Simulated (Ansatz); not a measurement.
# Eigenvalues along a path: Ru (diamond type)

```
CELL_PARAMETERS angstrom
0.00000 1.97327 1.97327
1.97327 0.00000 1.97327
1.97327 1.97327 0.00000
ATOMIC_POSITIONS crystal
Ru 0.87500 0.87500 0.87500
Ru 0.12500 0.12500 0.12500
```

The cell comes from a relaxation on PAW files under the same functional, begun from a prototype that needn't be the stable phase.

Computed with Ansatz 0.2.0; functional LDA, scalar-relativistic. Settings: a Γ-centred 13×13×13 k mesh, Fermi–Dirac smearing of 0.1 eV, no spin polarisation. Methods: LAPW: all electrons, basis error target 1 meV/atom.

This run: volume at 0.4 of the series' base cell.

The structure type is held throughout; the real material can change phase at far lower pressure.

Path points, in fractions of the reciprocal vectors: Γ (0.000, 0.000, 0.000), X (0.500, 0.000, 0.500), U (0.625, 0.250, 0.625), K (0.375, 0.375, 0.750), L (0.500, 0.500, 0.500), W (0.500, 0.250, 0.750). The distance column jumps between branches of the path. Levels in eV from the Fermi level; bands 27 to 39, counted from the lowest band of the run. The gap is zero, the pressure 1285 GPa.

```
# k(1/Å) point b27 b28 b29 b30 b31 b32 b33 b34 b35 b36 b37 b38 b39
0.000 Γ -14.17 -14.17 -11.98 -8.23 -8.23 -8.23 0.59 0.59 0.59 6.86 6.86 12.54 13.82
0.199 - -14.47 -14.05 -11.75 -8.25 -8.25 -7.82 -0.12 0.42 0.42 6.40 7.19 11.56 14.03
0.398 - -15.18 -13.69 -11.13 -8.37 -8.37 -6.77 -1.71 0.10 0.10 5.13 7.73 10.64 14.53
0.597 - -15.93 -13.09 -10.35 -8.72 -8.72 -5.40 -3.37 -0.01 -0.01 3.35 7.99 10.16 15.03
0.796 - -16.51 -12.26 -10.08 -9.33 -9.33 -4.13 -3.84 0.38 0.38 1.31 7.83 10.05 15.09
0.995 - -16.79 -11.20 -11.00 -10.10 -10.10 -3.22 -2.20 -0.81 1.31 1.31 7.29 10.11 14.21
1.194 - -16.70 -12.51 -10.82 -10.82 -9.92 -2.90 -1.23 -0.56 2.65 2.65 6.51 9.85 12.51
1.393 - -16.20 -14.03 -11.33 -11.33 -8.43 -4.89 0.93 0.95 4.13 4.13 5.84 8.48 10.65
1.592 X -15.29 -15.29 -11.51 -11.51 -6.75 -6.75 1.84 1.84 4.95 4.95 6.46 6.46 9.68
1.662 - -15.37 -15.27 -11.55 -11.39 -6.74 -6.72 1.70 1.82 4.97 4.98 6.47 6.47 9.58
1.733 - -15.57 -15.21 -11.66 -11.06 -6.71 -6.65 1.29 1.77 5.03 5.03 6.49 6.51 9.31
1.803 - -15.84 -15.12 -11.84 -10.56 -6.66 -6.54 0.72 1.68 4.96 5.13 6.50 6.67 8.93
1.874 - -16.13 -14.99 -12.06 -9.97 -6.59 -6.41 0.02 1.55 4.73 5.27 6.45 6.95 8.54
1.944 - -16.40 -14.83 -12.33 -9.30 -6.50 -6.25 -0.74 1.39 4.36 5.44 6.25 7.33 8.27
2.014 - -16.63 -14.64 -12.61 -8.59 -6.39 -6.08 -1.55 1.20 3.91 5.64 5.83 7.78 8.22
2.085 - -16.81 -14.42 -12.92 -7.85 -6.26 -5.90 -2.38 0.97 3.41 5.23 5.86 8.28 8.37
2.155 U -16.92 -14.19 -13.22 -7.10 -6.11 -5.73 -3.21 0.71 2.88 4.54 6.09 8.65 8.84
3.130 K -16.92 -14.19 -13.22 -7.10 -6.11 -5.73 -3.21 0.71 2.88 4.54 6.09 8.65 8.84
3.341 - -16.83 -14.10 -13.44 -5.54 -5.52 -5.24 -4.86 -0.20 1.28 2.27 6.83 9.99 10.78
3.552 - -16.02 -14.81 -12.89 -7.27 -4.91 -4.75 -3.21 -1.26 -0.10 0.51 7.47 11.84 13.06
3.763 - -15.26 -14.60 -12.91 -8.00 -4.83 -4.00 -3.81 -2.17 -1.03 1.04 7.88 13.79 15.06
3.974 - -15.40 -13.39 -12.87 -8.03 -6.00 -5.15 -2.74 -2.63 -1.32 2.72 7.98 14.30 14.84
4.185 - -15.25 -13.84 -11.46 -7.99 -7.63 -5.89 -2.48 -1.61 -0.94 4.37 7.80 12.60 14.09
4.396 - -14.85 -14.08 -11.23 -8.25 -8.07 -6.90 -1.47 -0.55 -0.21 5.70 7.43 11.56 13.72
4.607 - -14.39 -14.16 -11.73 -8.25 -8.18 -7.83 -0.08 0.27 0.38 6.57 7.04 11.67 13.75
4.819 Γ -14.17 -14.17 -11.98 -8.23 -8.23 -8.23 0.59 0.59 0.59 6.86 6.86 12.54 13.82
4.991 - -14.24 -14.24 -11.81 -8.29 -8.06 -8.06 0.14 0.40 0.40 6.83 6.83 11.84 13.84
5.163 - -14.40 -14.40 -11.43 -8.35 -7.65 -7.65 -1.05 -0.06 -0.06 6.73 6.73 11.50 13.98
5.336 - -14.52 -14.52 -11.20 -7.99 -7.35 -7.35 -2.60 -0.51 -0.51 6.58 6.58 11.74 14.33
5.508 - -14.49 -14.49 -11.48 -7.54 -7.54 -6.85 -4.14 -0.53 -0.53 6.36 6.36 12.21 14.97
5.680 - -14.26 -14.26 -12.07 -8.32 -8.32 -5.67 -4.85 0.01 0.01 6.06 6.06 12.35 15.92
5.853 - -13.79 -13.79 -12.70 -9.45 -9.45 -6.48 -2.85 0.85 0.85 5.67 5.67 10.83 14.81
6.025 - -13.18 -13.12 -13.12 -10.61 -10.61 -7.03 -0.68 1.64 1.64 5.27 5.27 8.28 14.77
6.197 L -13.35 -12.60 -12.60 -11.30 -11.30 -7.21 0.50 1.99 1.99 5.07 5.07 6.91 14.82
6.338 - -13.81 -12.92 -12.69 -11.00 -10.60 -6.98 0.54 1.62 1.79 4.72 5.21 7.05 15.19
6.479 - -14.66 -13.51 -12.63 -10.45 -9.35 -6.33 0.50 0.54 1.47 4.11 5.52 7.17 16.08
6.619 - -15.44 -14.13 -12.47 -9.82 -7.99 -5.41 -0.94 -0.05 1.66 3.54 5.86 7.16 16.81
6.760 - -16.04 -14.71 -12.21 -9.17 -6.65 -4.64 -2.19 -0.89 2.26 2.97 6.17 7.09 16.01
6.901 - -16.43 -15.24 -11.84 -8.54 -5.43 -5.13 -2.01 -1.76 2.49 3.08 6.47 7.03 13.74
7.042 - -16.60 -15.70 -11.33 -8.29 -5.94 -4.51 -2.48 -1.30 2.47 3.95 6.90 7.00 11.32
7.182 - -16.58 -16.10 -10.67 -8.89 -5.79 -4.45 -2.44 -1.27 3.25 4.50 7.09 7.67 9.21
7.323 W -16.40 -16.40 -9.83 -9.83 -5.11 -5.11 -1.81 -1.81 4.25 4.25 7.61 7.61 9.10
7.423 - -16.37 -16.37 -9.88 -9.88 -5.24 -5.24 -1.63 -1.63 4.29 4.29 7.60 7.60 9.08
7.522 - -16.27 -16.27 -10.02 -10.02 -5.53 -5.53 -1.19 -1.19 4.41 4.41 7.55 7.55 9.05
7.622 - -16.12 -16.12 -10.26 -10.26 -5.87 -5.87 -0.60 -0.60 4.60 4.60 7.39 7.39 9.08
7.721 - -15.93 -15.93 -10.56 -10.56 -6.18 -6.18 0.05 0.05 4.81 4.81 7.12 7.12 9.19
7.821 - -15.71 -15.71 -10.89 -10.89 -6.43 -6.43 0.68 0.68 4.99 4.99 6.81 6.81 9.35
7.920 - -15.51 -15.51 -11.20 -11.20 -6.61 -6.61 1.26 1.26 5.06 5.06 6.58 6.58 9.52
8.020 - -15.35 -15.35 -11.43 -11.43 -6.71 -6.71 1.68 1.68 5.00 5.00 6.48 6.48 9.64
8.119 X -15.29 -15.29 -11.51 -11.51 -6.75 -6.75 1.84 1.84 4.95 4.95 6.46 6.46 9.68
```
